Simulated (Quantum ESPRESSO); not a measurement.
## Al₂O₃: field gradients at the nuclei

```yaml
crystal:
  lattice:
    - [2.40251, 1.38709, 4.37208]
    - [-2.40251, 1.38709, 4.37208]
    - [0.00000, -2.77419, 4.37208]
  atoms:
    - { symbol: Al, position: [0.14790, 0.14790, 0.14790] }
    - { symbol: Al, position: [0.85210, 0.85210, 0.85210] }
    - { symbol: Al, position: [0.35210, 0.35210, 0.35210] }
    - { symbol: Al, position: [0.64790, 0.64790, 0.64790] }
    - { symbol: O, position: [0.94386, 0.55614, 0.25000] }
    - { symbol: O, position: [0.05614, 0.44386, 0.75000] }
    - { symbol: O, position: [0.25000, 0.94386, 0.55614] }
    - { symbol: O, position: [0.75000, 0.05614, 0.44386] }
    - { symbol: O, position: [0.55614, 0.25000, 0.94386] }
    - { symbol: O, position: [0.44386, 0.75000, 0.05614] }
```
Geometry: a computed entry of the Materials Project; it was not checked against measured cells. It is Al2O3 in R-3c. Stability against distortions was not tested.

Convention: |Vzz| is the largest principal value, η_Q = (Vxx − Vyy)/Vzz, |C_Q| = |eQVzz/h|. Cores are frozen. Against all-electron runs on small test molecules, this scheme's |Vzz| missed by −7 % on Al, −2 to +6 % on O.

Quadrupole moments taken as inputs (sizes, barn, from the tables of PySCF and pymatgen): ²⁷Al 0.1466, ¹⁷O 0.0256.

Problem. What do the calculations give at each independent site (field gradients by a PBE PAW density (pw.x of a modified build of Quantum ESPRESSO, JTH datasets) with the all-electron reconstruction of Petrilli and co-workers, 22.5 Ha, k-mesh 6×6×6 through Γ)?

Solution. 
```json
[
 {"site": "Al (atoms 1, 2, 3, 4)", "site symmetry": "3", "Vzz (10²¹ V/m²)": "0.56", "η_Q": "0.00", "∣C_Q∣ (MHz)": "1.98 (²⁷Al)"},
 {"site": "O (atoms 5, 6, 7, 8, 9, 10)", "site symmetry": "2", "Vzz (10²¹ V/m²)": "-3.93", "η_Q": "0.51", "∣C_Q∣ (MHz)": "2.43 (¹⁷O)"}
]
```
